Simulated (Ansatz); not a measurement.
Ge₂Sb₂Te₅:
```cif
data_Ge2Sb2Te5
_chemical_formula_sum 'Ge2 Sb2 Te5'
_space_group_name_H-M_alt 'P 1'
_space_group_IT_number 1
_cell_length_a 4.24839
_cell_length_b 4.24839
_cell_length_c 17.34752
_cell_angle_alpha 90.000
_cell_angle_beta 90.000
_cell_angle_gamma 120.000
loop_
_space_group_symop_operation_xyz
  'x, y, z'
loop_
_atom_site_label
_atom_site_type_symbol
_atom_site_fract_x
_atom_site_fract_y
_atom_site_fract_z
_atom_site_occupancy
Ge1 Ge 0.33333 0.66667 0.90129 1
Ge2 Ge 0.66667 0.33333 0.09871 1
Sb1 Sb 0.00000 0.00000 0.68845 1
Sb2 Sb 0.00000 0.00000 0.31155 1
Te1 Te 0.00000 0.00000 0.00000 1
Te2 Te 0.66667 0.33333 0.80504 1
Te3 Te 0.33333 0.66667 0.19496 1
Te4 Te 0.33333 0.66667 0.59027 1
Te5 Te 0.66667 0.33333 0.40973 1
```

Relaxed with r²SCAN+D4. Plane-wave PAW r²SCAN+D4 (Ansatz code) gives a gap of 0.37 eV.

Question: What gap does HSE06 give on the same cell (Ansatz, PAW)?

Answer: 0.61 eV, 0.23 eV more. The hybrid was solved on a coarser mesh and at special points; the gap given is the minimum over both.

| k | v1 r²SCAN+D4 | c1 r²SCAN+D4 | v1 HSE06 | c1 HSE06 |
|---|---|---|---|---|
| Γ | 0.00 | 0.40 | ? | ? |
| A | -0.11 | 0.52 | -0.11 | 0.78 |
| K | -0.74 | 0.94 | ? | ? |
| H | -1.14 | 1.60 | ? | ? |
| M | -0.75 | 0.64 | ? | ? |
| L | -0.57 | 0.59 | -0.59 | 0.78 |

Question: Top valence (v1) and lowest conduction level (c1) in eV from each method's valence maximum (which need not be a listed point): supply the withheld HSE06 values.

Answer: 
- Γ, v1 HSE06: 0.00
- Γ, c1 HSE06: 0.67
- K, v1 HSE06: -0.76
- K, c1 HSE06: 1.18
- H, v1 HSE06: -1.18
- H, c1 HSE06: 1.90
- M, v1 HSE06: -0.77
- M, c1 HSE06: 0.88

Cost on shared cores: the r²SCAN+D4 run (SCF on a 8×8×2 mesh, then bands and DOS) around 6 core-minutes (rough), the HSE06 run (SCF on 5×5×1, then a few points) around 5 core-minutes (rough); the tasks are unlike.

Space group P-3m1. The cell was relaxed with r²SCAN+D4 under the symmetry of its start. At this level the phase is dynamically unstable (imaginary phonons). Scalar-relativistic: spin–orbit coupling is off unless named, which matters more the heavier the elements.

Potentials: the earlier of the program's two PAW sets. The files were generated under PBE; for other functionals the program regenerates the frozen cores, and for LDA and PBEsol the local potential too.
